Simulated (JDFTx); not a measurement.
An input for a modified build of JDFTx (ScAl3(100), linear PCM (GLSSA13), ethanol, 1 M NaF; bohr, hartree) and the course of its log:

```
lattice \
  7.7248413495 0.0000000000 0.0000000000 \
  0.0000000000 7.7248413495 0.0000000000 \
  0.0000000000 0.0000000000 37.9834951050
coords-type Lattice
ion Al 0.0000000000 0.5000000000 -0.1041784531 0
ion Al 0.5000000000 0.0000000000 -0.1041784531 0
ion Al 0.5000000000 0.5000000000 0.0000000000 0
ion Al 0.0000000000 0.5000000000 0.1041784531 0
ion Al 0.5000000000 0.0000000000 0.1041784531 0
ion Sc 0.0000000000 0.0000000000 0.0000000000 0
ion-species pseudo/al_pbe_v1.upf
ion-species pseudo/sc_pbe_v1.upf
elec-cutoff 20 100
elec-ex-corr gga-PBE
coulomb-interaction Slab 001
coulomb-truncation-embed 0 0 0
kpoint-folding 6 6 1
elec-smearing Fermi 0.01
elec-n-bands 24
target-mu -0.150305
electronic-scf nIterations 100 energyDiffThreshold 1e-07
fluid LinearPCM
pcm-variant GLSSA13
fluid-solvent Ethanol
fluid-cation Na+ 1
fluid-anion F- 1
fluid-minimize nIterations 400 knormThreshold 1e-12
wavefunction read f1.wfns
elec-initial-eigenvals f1.eigenvals
elec-initial-fillings read f1.fillings
fluid-initial-state f1.fluidState
dump-name f1_u1.$VAR
dump End State Ecomponents EigStats BandEigs Forces ElecDensity IonicPositions Fillings Kpoints Dtot FluidDebug BoundCharge FluidDensity
```

```
[one cycle in 5 is shown, and the last three; fluid-solver lines are left out]
	FillingsUpdate:  mu: -0.150305000  nElectrons: 23.769576
SCF: Cycle:  0   G: -52.841705193045264   dG: +5.943e-01   |Residual|: 8.806e-02   |deigs|: 2.691e-05
	FillingsUpdate:  mu: -0.150305000  nElectrons: 25.006344
SCF: Cycle:  5   G: -53.412423471525621   dG: -4.782e-03   |Residual|: 2.440e-02   |deigs|: 1.317e-03
	FillingsUpdate:  mu: -0.150305000  nElectrons: 20.191886
SCF: Cycle: 10   G: -49.309162151117256   dG: +3.931e+00   |Residual|: 2.534e-01   |deigs|: 4.757e-02
	FillingsUpdate:  mu: -0.150305000  nElectrons: 25.229686
SCF: Cycle: 15   G: -53.409895824381074   dG: -1.595e-01   |Residual|: 3.814e-02   |deigs|: 6.123e-03
	FillingsUpdate:  mu: -0.150305000  nElectrons: 24.359580
SCF: Cycle: 20   G: -53.136119286397083   dG: -1.540e-01   |Residual|: 6.414e-02   |deigs|: 2.924e-03
	FillingsUpdate:  mu: -0.150305000  nElectrons: 24.579983
SCF: Cycle: 25   G: -53.320568620115182   dG: +1.110e-02   |Residual|: 4.270e-02   |deigs|: 7.101e-04
	FillingsUpdate:  mu: -0.150305000  nElectrons: 24.551116
SCF: Cycle: 30   G: -53.244564157821529   dG: +3.623e-02   |Residual|: 5.286e-02   |deigs|: 1.434e-03
	FillingsUpdate:  mu: -0.150305000  nElectrons: 22.804468
SCF: Cycle: 35   G: -52.922778688850066   dG: -1.810e-02   |Residual|: 9.880e-02   |deigs|: 3.832e-04
	FillingsUpdate:  mu: -0.150305000  nElectrons: 23.179897
SCF: Cycle: 40   G: -53.017633499310122   dG: -1.114e+00   |Residual|: 8.816e-02   |deigs|: 2.474e-02
	FillingsUpdate:  mu: -0.150305000  nElectrons: 23.183589
SCF: Cycle: 45   G: -53.151512583095190   dG: -1.323e-01   |Residual|: 7.915e-02   |deigs|: 4.852e-03
	FillingsUpdate:  mu: -0.150305000  nElectrons: 21.514729
SCF: Cycle: 50   G: -52.363562926030433   dG: -4.529e-03   |Residual|: 1.433e-01   |deigs|: 3.699e-04
	FillingsUpdate:  mu: -0.150305000  nElectrons: 15.855105
SCF: Cycle: 55   G: -46.653459263513106   dG: +1.182e-01   |Residual|: 3.588e-01   |deigs|: 1.915e-03
	FillingsUpdate:  mu: -0.150305000  nElectrons: 14.219955
SCF: Cycle: 60   G: -43.973766905095296   dG: -2.546e-01   |Residual|: 4.369e-01   |deigs|: 4.786e-03
	FillingsUpdate:  mu: -0.150305000  nElectrons: 23.940089
SCF: Cycle: 65   G: -53.261471577957799   dG: +1.829e-01   |Residual|: 6.140e-02   |deigs|: 1.728e-02
	FillingsUpdate:  mu: -0.150305000  nElectrons: 23.346176
SCF: Cycle: 70   G: -52.607854772405638   dG: +3.101e-01   |Residual|: 1.074e-01   |deigs|: 4.719e-03
	FillingsUpdate:  mu: -0.150305000  nElectrons: 24.452627
SCF: Cycle: 75   G: -53.298596577863911   dG: -7.291e-02   |Residual|: 4.690e-02   |deigs|: 1.903e-03
	FillingsUpdate:  mu: -0.150305000  nElectrons: 23.494076
SCF: Cycle: 80   G: -53.258765731779860   dG: -1.724e+00   |Residual|: 6.760e-02   |deigs|: 3.746e-02
	FillingsUpdate:  mu: -0.150305000  nElectrons: 20.257264
SCF: Cycle: 85   G: -50.354735017146140   dG: +1.597e+00   |Residual|: 2.146e-01   |deigs|: 1.839e-02
	FillingsUpdate:  mu: -0.150305000  nElectrons: 21.959664
SCF: Cycle: 90   G: -52.742194723073027   dG: +2.632e-02   |Residual|: 1.210e-01   |deigs|: 1.107e-03
	FillingsUpdate:  mu: -0.150305000  nElectrons: 21.457157
SCF: Cycle: 95   G: -52.491500297031060   dG: -5.254e-02   |Residual|: 1.398e-01   |deigs|: 1.232e-03
	FillingsUpdate:  mu: -0.150305000  nElectrons: 21.902215
SCF: Cycle: 97   G: -51.490733992503628   dG: +9.655e-01   |Residual|: 1.655e-01   |deigs|: 1.358e-02
	FillingsUpdate:  mu: -0.150305000  nElectrons: 15.890630
SCF: Cycle: 98   G: -47.041290274096077   dG: +4.449e+00   |Residual|: 3.532e-01   |deigs|: 8.162e-02
	FillingsUpdate:  mu: -0.150305000  nElectrons: 14.799032
SCF: Cycle: 99   G: -45.612266189422201   dG: +1.429e+00   |Residual|: 3.955e-01   |deigs|: 1.497e-02
SCF: None of the convergence criteria satisfied after 100 iterations.
IonicMinimize: Iter:   0  G: -45.612266189422201  |grad|_K:  0.000e+00
IonicMinimize: Converged (|grad|_K<1.000000e-04).
```

This run gave no converged result. The electronic loop ended without meeting its threshold, so the last energy, electron count and forces aren't results.
